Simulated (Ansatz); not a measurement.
CsNaTiO$_{3}$:
Space group Cmcm (No. 63); a = 5.885 Å, b = 10.901 Å, c = 5.543 Å, α = 90.00°, β = 90.00°, γ = 90.00°

| atom | site | symmetry | x | y | z |
|---|---|---|---|---|---|
| Cs | 4c | m2m | 0.0000 | 0.2680 | 0.2500 |
| Na | 4c | m2m | 0.0000 | 0.5742 | 0.2500 |
| Ti | 4c | m2m | 0.0000 | 0.0489 | 0.7500 |
| O | 4c | m2m | 0.0000 | 0.2083 | 0.7500 |
| O | 8e | 2.. | 0.2138 | 0.0000 | 0.0000 |
(The calculation used a cell of 12 atoms; values per cell refer to that cell.)

Relaxed with LDA.

Task: Which orbitals make up the states near the band edges in plane-wave PAW LDA (Ansatz code)?

Result: Top 1 eV of the valence band: O 2p 92 %. Bottom 1 eV of the conduction band: Ti 3d 84 %, O 2p 11 %. Projections are on Löwdin-orthogonalised atomic valence shells; empty p or d shells of many metals are not among them.

Task: Tabulate the density of states.

Result: States/eV per cell of 12 atoms, in 0.25 eV bins, energy from the valence-band maximum.

```tsv
E (eV)	total	O 2p	Ti 3d	Cs 5p
-7.85	0.00	0.00	0.00	0.00
-7.60	0.00	0.00	0.00	0.00
-7.35	0.00	0.00	0.00	0.00
-7.10	2.51	0.29	0.06	2.13
-6.85	8.16	0.72	0.19	7.05
-6.60	17.46	0.95	0.34	15.65
-6.35	8.86	0.46	0.08	8.03
-6.10	8.49	0.38	0.08	7.85
-5.85	2.53	0.07	0.02	2.42
-5.60	0.00	0.00	0.00	0.00
-5.35	0.00	0.00	0.00	0.00
-5.10	0.00	0.00	0.00	0.00
-4.85	0.00	0.00	0.00	0.00
-4.60	0.00	0.00	0.00	0.00
-4.35	0.00	0.00	0.00	0.00
-4.10	0.00	0.00	0.00	0.00
-3.85	0.00	0.00	0.00	0.00
-3.60	1.24	0.86	0.23	0.02
-3.35	5.86	4.11	1.07	0.13
-3.10	8.20	5.73	1.68	0.23
-2.85	6.26	4.51	1.29	0.11
-2.60	15.82	11.33	3.69	0.20
-2.35	7.22	5.42	1.17	0.15
-2.10	15.02	11.27	2.36	0.46
-1.85	14.16	10.73	1.99	0.58
-1.60	12.20	10.01	1.02	0.47
-1.35	6.07	4.89	0.66	0.24
-1.10	9.54	8.14	0.71	0.28
-0.85	10.62	9.42	0.41	0.31
-0.60	15.90	14.80	0.27	0.27
-0.35	12.81	12.14	0.15	0.21
-0.10	3.08	2.89	0.01	0.13
0.15	0.00	0.00	0.00	0.00
0.40	0.00	0.00	0.00	0.00
0.65	0.00	0.00	0.00	0.00
0.90	0.00	0.00	0.00	0.00
1.15	0.00	0.00	0.00	0.00
1.40	0.00	0.00	0.00	0.00
1.65	0.00	0.00	0.00	0.00
1.90	0.00	0.00	0.00	0.00
2.15	0.00	0.00	0.00	0.00
2.40	0.00	0.00	0.00	0.00
2.65	0.00	0.00	0.00	0.00
2.90	0.00	0.00	0.00	0.00
3.15	0.00	0.00	0.00	0.00
3.40	0.25	0.03	0.19	0.00
3.65	3.08	0.44	2.41	0.01
3.90	3.54	0.50	2.88	0.01
4.15	6.09	0.56	5.32	0.01
4.40	5.35	0.65	4.36	0.01
4.65	5.31	1.01	3.63	0.01
4.90	14.01	2.74	9.15	0.03
5.15	14.29	3.19	9.23	0.03
5.40	4.78	0.96	2.40	0.02
5.65	4.08	0.77	1.92	0.02
5.90	5.23	0.90	2.30	0.02
6.15	4.80	0.46	1.63	0.02
6.40	5.66	0.64	2.12	0.04
6.65	5.92	0.60	1.70	0.04
6.90	9.66	1.04	2.26	0.07
7.15	7.14	0.89	1.63	0.04
7.40	6.65	0.88	1.33	0.02
7.65	6.75	0.63	0.73	0.03
7.90	5.61	0.43	0.36	0.03
8.15	6.74	0.44	0.43	0.04
```

The workflow started from a Materials Project entry (that database holds measured and hypothetical structures alike); the Crystallography Open Database copy checked does not list it. Its standing as an ambient phase is unchecked. The LDA relaxation kept the symmetry of its start; of distortions, only those at the zone centre were tested. No spin polarisation was allowed. Spin–orbit coupling is left out wherever it is not named.

Potentials: the later of the program's two PAW sets.
